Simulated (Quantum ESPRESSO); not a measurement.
# Computed records: AlAgPdW₅ (simulated cell)

Computed with Quantum ESPRESSO 7.5. Calculation on a made-up metal alloy cell, not a measurement: no spin or spin-orbit, unrelaxed, 2900 K smearing, stress positive in tension, cell energy less fitted offsets; periodic Kohn-Sham density functional theory in plane waves with PseudoDojo standard norm-conserving scalar-relativistic pseudopotentials, each functional with its own files (v0.5 for PBE, v0.4.1 for LDA and PBEsol), eight atoms on drawn sites of a strained close-packed or body-centred lattice, each displaced and held fixed; the energy is the cell's free energy, ions and the entropy term -TS included, at the stated Fermi-Dirac width, less a fixed offset for each atom's element (shifted free energy); compositions with an open d shell lost a parallel starting moment in a cheaper test run, and other magnetic orders were not tried; an error bar is the largest change of its kind in a tighter rerun, never given below 0.002 eV, 0.02 GPa or 0.003 eV/angstrom, and covers cutoff and k-mesh only, not smearing or the files.

Common to all runs: lattice type face-centred cubic; functional pbe; cutoff 1116 eV; fermi dirac smearing 0.25 eV; electrons removed 0; run processor AMD EPYC, Zen 5, virtual cores; k mesh 7 x 5 x 3 shifted half a step off Gamma on each axis.

Notes on all entries: heavy elements are run without spin-orbit coupling, which real alloys of them have; a spin test at this wide smearing found no moment, but such smearing suppresses magnetism that the real alloy may have; lattice, volume and sites are drawn at random and may be unstable or far from any real phase; energies are for the whole cell, less offsets fitted to these runs, so they are not formation energies.

(1) AlAgPdW₅ (simulated cell)

```
AlAgPdW5
1.0
     -3.8443    -0.0131     0.0127
     -1.9289    -3.9371    -1.9765
     -1.9543    -3.9553     5.9912
Ag W Pd W Al W
1 1 1 1 1 3
Direct
  -0.00751 -0.01536 0.00019
  -0.00534 0.51401 0.49940
  0.25758 0.36897 0.12699
  0.21103 0.89546 0.63910
  0.46363 0.27529 0.75114
  0.49946 0.77188 0.24461
  0.74103 0.12546 0.38180
  0.73684 0.61297 0.88851
```

Settings of this run: run command pw.x -nk 1 -in in.

It finds entropy term negative ts -1.283 eV; pressure 17.49 GPa; stress xx -16.42 GPa; stress yy -17.03 GPa; stress zz -19.02 GPa; stress yz 0.74 GPa; stress xz -1.26 GPa; stress xy 1.17 GPa; shifted free energy 0.445 eV.

Atoms:
```
atoms element  atom site  atom energy offset (eV)
           Ag          1                 -4218.03
            W          2                 -2063.48
           Pd          3                 -3687.45
            W          4                 -2063.48
           Al          5                   -63.26
            W          6                 -2063.48
            W          7                 -2063.48
            W          8                 -2063.48
```

Forces:
```
site  x (eV/Å)  y (eV/Å)  z (eV/Å)
   1    -0.726    -1.234    -0.242
   2     0.535    -0.063     0.474
   3     0.568    -0.346    -0.051
   4      -0.4     1.021     0.085
   5    -0.452      0.34     0.538
   6     0.643     0.321     1.956
   7    -0.155    -0.333    -0.971
   8    -0.011     0.296     -1.79
```

Notes: error bars: energy 0.0055 eV, stress 0.065 GPa, force 0.0059 eV/Å, from a tighter rerun of a related cell, whose elements or sites may differ; 17 SCF iterations, 1594 s of wall time on a shared machine.

(2) AlAgPdW₅ (simulated cell)

```
AlAgPdW5
1.0
     -3.8443    -0.0131     0.0127
     -1.9289    -3.9371    -1.9765
     -1.9543    -3.9553     5.9912
W Ag W Pd W Al W
2 1 1 1 1 1 1
Direct
  -0.00751 -0.01536 0.00019
  -0.00534 0.51401 0.49940
  0.25758 0.36897 0.12699
  0.21103 0.89546 0.63910
  0.46363 0.27529 0.75114
  0.49946 0.77188 0.24461
  0.74103 0.12546 0.38180
  0.73684 0.61297 0.88851
```

Here we set run command pw.x -nk 1 -in in.

Results for AlAgPdW₅ (simulated cell): entropy term negative ts -1.231 eV; pressure 18.33 GPa; stress xx -20.4 GPa; stress yy -18.31 GPa; stress zz -16.27 GPa; stress yz -4.64 GPa; stress xz -0.88 GPa; stress xy 1.39 GPa; shifted free energy 0.479 eV.

Atoms:
```
atoms element  atom site  atom energy offset (eV)
            W          1                 -2063.48
            W          2                 -2063.48
           Ag          3                 -4218.03
            W          4                 -2063.48
           Pd          5                 -3687.45
            W          6                 -2063.48
           Al          7                   -63.26
            W          8                 -2063.48
```

Forces:
```
site  x (eV/Å)  y (eV/Å)  z (eV/Å)
   1    -0.667    -0.319    -0.213
   2     0.532    -0.632    -0.444
   3     0.711    -0.503     0.525
   4    -0.592     0.883    -0.477
   5    -0.566     0.684     0.199
   6     0.791     0.604     1.986
   7    -0.156    -0.641    -0.051
   8    -0.053    -0.076    -1.525
```

Notes: error bars: energy 0.0055 eV, stress 0.065 GPa, force 0.0059 eV/Å, from a tighter rerun of a related cell, whose elements or sites may differ; 18 SCF iterations, 1514 s of wall time on a shared machine.

(3) AlAgPdW₅ (simulated cell)

```
AlAgPdW5
1.0
     -3.8443    -0.0131     0.0127
     -1.9289    -3.9371    -1.9765
     -1.9543    -3.9553     5.9912
Pd W Ag W Al W
1 1 1 1 1 3
Direct
  -0.00751 -0.01536 0.00019
  -0.00534 0.51401 0.49940
  0.25758 0.36897 0.12699
  0.21103 0.89546 0.63910
  0.46363 0.27529 0.75114
  0.49946 0.77188 0.24461
  0.74103 0.12546 0.38180
  0.73684 0.61297 0.88851
```

It was run with run command pw.x -nk 1 -in in.

The calculation gives: entropy term negative ts -1.245 eV; pressure 17.43 GPa; stress xx -15.99 GPa; stress yy -17.1 GPa; stress zz -19.2 GPa; stress yz 1.23 GPa; stress xz -1.35 GPa; stress xy 1.18 GPa; shifted free energy 0.324 eV.

Atoms:
```
atoms element  atom site  atom energy offset (eV)
           Pd          1                 -3687.45
            W          2                 -2063.48
           Ag          3                 -4218.03
            W          4                 -2063.48
           Al          5                   -63.26
            W          6                 -2063.48
            W          7                 -2063.48
            W          8                 -2063.48
```

Forces:
```
site  x (eV/Å)  y (eV/Å)  z (eV/Å)
   1     -0.63    -0.977    -0.336
   2     0.549     -0.33     0.712
   3      0.68    -0.305    -0.195
   4    -0.411      0.83      0.34
   5    -0.443     0.485       0.6
   6     0.557     0.374     1.764
   7    -0.198    -0.264     -0.94
   8    -0.104     0.187    -1.945
```

Notes: error bars: energy 0.0055 eV, stress 0.065 GPa, force 0.0059 eV/Å, from a tighter rerun of a related cell, whose elements or sites may differ; 19 SCF iterations, 1945 s of wall time on a shared machine.

(4) AlAgPdW₅ (simulated cell)

```
AlAgPdW5
1.0
     -3.8443    -0.0131     0.0127
     -1.9289    -3.9371    -1.9765
     -1.9543    -3.9553     5.9912
W Al W Ag Pd W
1 1 1 1 1 3
Direct
  -0.00751 -0.01536 0.00019
  -0.00534 0.51401 0.49940
  0.25758 0.36897 0.12699
  0.21103 0.89546 0.63910
  0.46363 0.27529 0.75114
  0.49946 0.77188 0.24461
  0.74103 0.12546 0.38180
  0.73684 0.61297 0.88851
```

Here we set run command mpirun -np 4 pw.x -nk 4 -in in.

It finds entropy term negative ts -1.33 eV; pressure 20.47 GPa; stress xx -19.02 GPa; stress yy -20.63 GPa; stress zz -21.78 GPa; stress yz 1.7 GPa; stress xz -1.2 GPa; stress xy 1.59 GPa; shifted free energy 0.284 eV.

Atoms:
```
atoms element  atom site  atom energy offset (eV)
            W          1                 -2063.48
           Al          2                   -63.26
            W          3                 -2063.48
           Ag          4                 -4218.03
           Pd          5                 -3687.45
            W          6                 -2063.48
            W          7                 -2063.48
            W          8                 -2063.48
```

Forces:
```
site  x (eV/Å)  y (eV/Å)  z (eV/Å)
   1    -0.496    -0.254    -1.296
   2     0.197    -0.075      0.35
   3     0.635    -0.458     0.286
   4    -0.436     0.883    -0.644
   5    -0.411     1.022    -0.133
   6     0.449    -0.273     2.765
   7    -0.083    -0.276     -0.93
   8     0.144     -0.57    -0.397
```

Notes: error bars: energy 0.0055 eV, stress 0.065 GPa, force 0.0059 eV/Å, from a tighter rerun of this cell; 19 SCF iterations, 172 s of wall time on a shared machine.
